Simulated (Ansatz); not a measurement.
## Ansatz 0.2.0, relaxation: TaCuP2

The command:

```bash
ansatz run input.yaml --threads 1 --pin off --max-ram 2560MiB --backend cpu --events-out ev --progress --plain --runs-dir out
```

The input file (Ansatz 0.2.0, plane waves):

```yaml
crystal:
  lattice:
    - [3.59996, 0.0, 0.0]
    - [-1.79998, 3.117662, 0.0]
    - [0.0, -2.078437, 6.672634]
  atoms:
    - { symbol: Ta, position: [0.5, 0.0, 0.5] }
    - { symbol: Cu, position: [0.0, 0.0, 0.0] }
    - { symbol: P, position: [0.119, 0.238, 0.357] }
    - { symbol: P, position: [0.881, 0.762, 0.643] }
  symmetry: { tolerance: 0.0003 }
kpoints:
  mp_grid: { grid: [6, 6, 6], shift: [0, 0, 0] }
magnetization:
  spin_polarized: false
scf:
  occupations: { method: fermi_dirac }
  eigensolver: { kind: davidson }
hamiltonian:
  pseudopotentials: { kind: paw }
  xc: pbe
  hubbard: { sites: [{ species: Cu, l: d, u_eff: 5.0 }], double_counting: fll }
basis:
  ecutwfc: 420
  ecutrho_ratio: 8
output:
  forces: true
  stress: true
  eigenvalues: true
  write_density: true
  write_potential: true
  elf: true
  volumetric_format: npy
relax:
  max_steps: 40
  cell: {}
```

Origin of the cell: a known structure type with other elements, at an estimated volume, so it need not be a known compound.

The smearing width isn't typed, so it takes its default of 0.1 eV.

Output (shortened):

```
SCF iter   1: F=—  HF=-18068.731212 eV  Δρ=2.39e-1  dr2=7.31e1
SCF iter   2: F=—  HF=-18072.306304 eV  Δρ=2.06e-1  dr2=1.62e1
SCF iter   3: F=—  HF=-18065.586757 eV  Δρ=5.99e-2  dr2=1.89e0  defer=1
SCF iter   4: F=—  HF=-18065.404472 eV  Δρ=1.55e-2  dr2=4.92e-1  defer=3
SCF iter   5: F=—  HF=-18065.337842 eV  Δρ=3.90e-3  dr2=6.54e-2  defer=4
SCF iter   6: F=—  HF=-18065.337842 eV  Δρ=8.37e-3  dr2=5.06e-2  defer=3
SCF iter   7: F=—  HF=-18065.336447 eV  Δρ=4.14e-3  dr2=2.08e-2
SCF iter   8: F=—  HF=-18065.334404 eV  Δρ=1.59e-3  dr2=3.75e-3  defer=1
SCF iter   9: F=—  HF=-18065.333956 eV  Δρ=5.62e-4  dr2=2.56e-4  defer=1
SCF iter  10: F=—  HF=-18065.333921 eV  Δρ=2.45e-4  dr2=2.91e-5
SCF iter  11: F=—  HF=-18065.333918 eV  Δρ=3.25e-5  dr2=9.32e-7
SCF iter  12: F=—  HF=-18065.333919 eV  Δρ=1.75e-5  dr2=1.66e-7
SCF iter  13: F=-18065.333919 eV  HF=-18065.333919 eV  Δρ=4.29e-6  dr2=1.01e-8
relax step   1: F+E_penalty+E_count = -18065.333919 eV  Δ(F+E_penalty+E_count) = +0.000e0 eV  max|allowed force component| = 7.112e0 eV/Å  Δτ_max = 0.0000 Å  P = +30.403 GPa  Ω = 74.890 Å³  ( […]
relax step   2: F+E_penalty+E_count = -18068.060739 eV  Δ(F+E_penalty+E_count) = -2.727e0 eV  max|allowed force component| = 2.975e0 eV/Å  Δτ_max = 0.1947 Å  P = +7.425 GPa  Ω = 81.491 Å³  en […]
relax step   3: F+E_penalty+E_count = -18068.836898 eV  Δ(F+E_penalty+E_count) = -7.762e-1 eV  max|allowed force component| = 2.039e-1 eV/Å  Δτ_max = 0.1924 Å  P = -0.554 GPa  Ω = 81.243 Å³ […]
relax step   4: F+E_penalty+E_count = -18069.074370 eV  Δ(F+E_penalty+E_count) = -2.375e-1 eV  max|allowed force component| = 4.889e-1 eV/Å  Δτ_max = 0.0611 Å  P = -3.220 GPa  Ω = 78.360 Å³ […]
relax step   5: F+E_penalty+E_count = -18069.252593 eV  Δ(F+E_penalty+E_count) = -1.782e-1 eV  max|allowed force component| = 3.052e-1 eV/Å  Δτ_max = 0.0365 Å  P = -2.496 GPa  Ω = 73.120 Å³ […]
[… 4 lines left out …]
relax step  10: F+E_penalty+E_count = -18069.281578 eV  Δ(F+E_penalty+E_count) = -1.754e-4 eV  max|allowed force component| = 2.619e-4 eV/Å  Δτ_max = 0.0015 Å  P = -0.003 GPa  Ω = 70.507 Å³ […]
relax step  11: F+E_penalty+E_count = -18069.301665 eV  Δ(F+E_penalty+E_count) = -2.009e-2 eV  max|allowed force component| = 1.748e-3 eV/Å  Δτ_max = 0.0000 Å  P = +0.402 GPa  Ω = 70.507 Å³  stress off target by 1.19e0 GPa […]
relax step  12: F+E_penalty+E_count = -18069.302672 eV  Δ(F+E_penalty+E_count) = -1.006e-3 eV  max|allowed force component| = 8.349e-4 eV/Å  Δτ_max = 0.0001 Å  P = +0.029 GPa  Ω = 70.542 Å³ […]
relax step  13: F+E_penalty+E_count = -18069.302677 eV  Δ(F+E_penalty+E_count) = -5.393e-6 eV  max|allowed force component| = 8.176e-5 eV/Å  Δτ_max = 0.0000 Å  P = +0.001 GPa  Ω = 70.542 Å³ […]
relax step  14: F+E_penalty+E_count = -18069.302719 eV  Δ(F+E_penalty+E_count) = -4.133e-5 eV  max|allowed force component| = 1.048e-4 eV/Å  Δτ_max = 0.0000 Å  P = +0.001 GPa  Ω = 70.542 Å³  stress off target by 2.25e-3 GPa […]
the search or the solves at the SCF's close seem to have found levels that the self-consistency loop had missed (the run counts 2). By its estimate they hold under 1e-12 electrons; where the […]
SCF 14 converged in 9 iterations: F = -18069.302719 eV  dr2 = 1.15e-11
basis re-selected at this cell: Δ(F+E_penalty+E_count) = -4.133e-5 eV, ΔP = +0.000 GPa vs the last step (what re-selecting the basis moved, of the pressure what is left beyond the Pulay corre […]
SCF converged after 9 iterations
Free energy (F): -18069.302719 eV
Harris-Foulkes:  -18069.302719 eV  (|F-HF|=1.09e-11)
Internal energy: -18069.274608 eV  (E = F + TS)
E sigma→0 (E₀):  -18069.288663 eV
Entropy (-TS):   -0.028111 eV (-7.028 meV/atom)
Fermi energy:    11.161418 eV
--- Per-component energies (eV) ---
  E_band       = -626.746991
  E_kinetic    = 808.445377
  E_local      = -6578.788510  (includes V_loc(G=0)·N_el)
  E_nonlocal   = 480.864704
  E_hartree    = 2860.956550
  E_xc         = -429.915546
  E_vxc        = -439.663387  (∫ρ·V_xc dr)
  E_hubbard    = 0.377390  (on-site DFT+U / exact-exchange correction)
  E_vhub       = -23.856706  (the Hubbard potential's part of the band-sum identity)
  E_paw        = -11206.699059  (= ΣΔE_a)
  E_vpaw       = -595.661431  (= ΣTr[D̂ρ^β])
  E_aug_tail   = 0.000054  (compensation charges beyond the density's cutoff)
  E_ewald      = -4004.515568
  E_smearing   = -0.028111  (= −TS)
  Σ components = -18069.302719   (vs F -18069.302719, Δ=0.00e0)
--- Forces (eV/Å), atoms counted from 1 ---
  atom   1  Ta    -0.000000     0.000000     0.000000
  atom   2  Cu     0.000000     0.000000     0.000000
  atom   3  P     -0.000000     0.000000     0.000105
  atom   4  P     -0.000000    -0.000000    -0.000105
  max |Σ_I F_I| component: 3.70e-17 eV/Å
--- Stress (GPa, compression-positive) ---
        0.000861      -0.000000       0.000000
        0.000000       0.000861       0.000000
        0.000000       0.000000       0.002251
  P = ⅓ Tr σ = 0.0013 GPa (0.013 kbar)
Occupation matrices written to <dir>
--- Relaxed structure (12 steps of the walk, 12 accepted, 2 SCFs on fresh bases) ---
  F+E_penalty+E_count = -18069.302719 eV   max|allowed force component| = 1.048e-4 eV/Å   (the final SCF, on the basis selected at the relaxed cell)
  cell:  # Å, volume = 70.5423 Å³
    - [3.211622, 0.0, 0.0]
    - [-1.605811, 2.781346, -9.031e-7]
    - [0.0, -1.854228, 7.897145]
  atoms:
    - { symbol: Ta, position: [0.500000, 5.551e-17, 0.500000] }
    - { symbol: Cu, position: [0.0, -1.733e-19, -2.599e-19] }
    - { symbol: P, position: [0.094628, 0.189255, 0.283883] }
    - { symbol: P, position: [0.905372, 0.810745, 0.716117] }
```

Caveats: no moments, though an odd count or open d shells may carry them; no spin-orbit coupling, though heavy elements are present; the given cell is far from equilibrium, with atoms too close or a volume far off; the k mesh is coarse if the cell is a metal; the relaxation held the start's symmetry, so the end may be a saddle point.

Time: 97 s on 1 thread of Arm Neoverse V2, with other jobs on the host, peak memory 0.48 GiB, from the program's own first density.
